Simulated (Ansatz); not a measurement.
CoSi₂ (fluorite or antifluorite type, space group No. 225) under volume change, LDA in the plane-wave PAW code Ansatz, scaled uniformly.

```
V (Å³/atom)  E − E(relaxed) (meV/atom)  P (GPa)
-----------  -------------------------  -------
11.122                            74.6    23.65
11.489                            31.3    14.46
11.856                             7.4     6.64
12.222                             0.0     0.01
12.589                             6.6    -5.62
12.956                            25.1   -10.39
13.322                            53.6   -14.41
```

### Question
What does a third-order Birch–Murnaghan fit give for V₀, B₀ and B′?

### Answer
V₀ = 12.22 Å³/atom, B₀ = 203 GPa, B′ = 4.5.

Space group Fm-3m (fluorite or antifluorite type). The cell was relaxed with LDA under the symmetry of its start; phonons on a q-mesh show no instability. No spin polarisation was allowed.

Potentials: the later of the program's two PAW sets.
